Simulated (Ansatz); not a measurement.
Zr:
Space group P6₃/mmc (No. 194); a = 3.247 Å, b = 3.247 Å, c = 5.152 Å, α = 90.00°, β = 90.00°, γ = 120.00°

```json
[
 {"atom": "Zr", "site": "2d", "symmetry": "-6m2", "x": "0.6667", "y": "0.3333", "z": "0.2500"}
]
```

Relaxed with r²SCAN.

Problem. Which orbitals make up the states near the Fermi level in r²SCAN in the plane-wave PAW code Ansatz?

Solution. Within 0.5 eV of the Fermi level: Zr 4d 90 %. Projections are on Löwdin-orthogonalised atomic valence shells; empty p or d shells of many metals are not among them.

Problem. Tabulate the density of states.

Solution. States/eV per cell of 2 atoms, in 0.25 eV bins, energy from the Fermi level.

| E (eV) | total | Zr 4d | Zr 5s | Zr 4p |
|---|---|---|---|---|
| -6.10 | 0.00 | 0.00 | 0.00 | 0.00 |
| -5.85 | 0.06 | 0.00 | 0.05 | 0.00 |
| -5.60 | 0.11 | 0.00 | 0.10 | 0.00 |
| -5.35 | 0.15 | 0.00 | 0.13 | 0.00 |
| -5.10 | 0.19 | 0.00 | 0.17 | 0.00 |
| -4.85 | 0.23 | 0.01 | 0.20 | 0.01 |
| -4.60 | 0.27 | 0.01 | 0.23 | 0.01 |
| -4.35 | 0.32 | 0.02 | 0.27 | 0.01 |
| -4.10 | 0.38 | 0.04 | 0.31 | 0.01 |
| -3.85 | 0.45 | 0.07 | 0.35 | 0.01 |
| -3.60 | 0.56 | 0.12 | 0.40 | 0.02 |
| -3.35 | 0.78 | 0.26 | 0.48 | 0.02 |
| -3.10 | 1.72 | 1.03 | 0.63 | 0.03 |
| -2.85 | 1.90 | 1.27 | 0.57 | 0.03 |
| -2.60 | 2.15 | 1.61 | 0.48 | 0.03 |
| -2.35 | 2.39 | 1.95 | 0.38 | 0.03 |
| -2.10 | 2.81 | 2.47 | 0.27 | 0.04 |
| -1.85 | 2.05 | 1.81 | 0.18 | 0.03 |
| -1.60 | 1.96 | 1.74 | 0.15 | 0.03 |
| -1.35 | 2.32 | 2.10 | 0.12 | 0.03 |
| -1.10 | 2.64 | 2.39 | 0.12 | 0.04 |
| -0.85 | 3.48 | 3.09 | 0.19 | 0.05 |
| -0.60 | 2.88 | 2.51 | 0.19 | 0.04 |
| -0.35 | 0.96 | 0.86 | 0.05 | 0.01 |
| -0.10 | 1.34 | 1.18 | 0.06 | 0.02 |
| 0.15 | 2.61 | 2.35 | 0.11 | 0.03 |
| 0.40 | 3.44 | 3.09 | 0.16 | 0.03 |
| 0.65 | 3.15 | 2.79 | 0.16 | 0.02 |
| 0.90 | 3.45 | 3.00 | 0.20 | 0.02 |
| 1.15 | 3.50 | 3.02 | 0.21 | 0.02 |
| 1.40 | 3.85 | 3.41 | 0.17 | 0.02 |
| 1.65 | 2.66 | 2.39 | 0.08 | 0.01 |
| 1.90 | 1.91 | 1.79 | 0.03 | 0.01 |
| 2.15 | 1.50 | 1.43 | 0.02 | 0.00 |
| 2.40 | 1.47 | 1.41 | 0.02 | 0.00 |
| 2.65 | 1.41 | 1.36 | 0.02 | 0.00 |
| 2.90 | 1.40 | 1.35 | 0.02 | 0.00 |
| 3.15 | 1.40 | 1.35 | 0.02 | 0.00 |
| 3.40 | 1.43 | 1.37 | 0.03 | 0.00 |
| 3.65 | 1.51 | 1.43 | 0.04 | 0.00 |
| 3.90 | 1.77 | 1.66 | 0.06 | 0.00 |

Space group P6_3/mmc (hcp (Mg type)). The r²SCAN relaxation kept the symmetry of its start; of distortions, only those at the zone centre were tested. The run is not spin-polarised. Axis ratios of metals converge slowly with the k-mesh, so a and c are less sure than the volume. Spin–orbit coupling is left out wherever it is not named.

Potentials: the later of the program's two PAW sets.
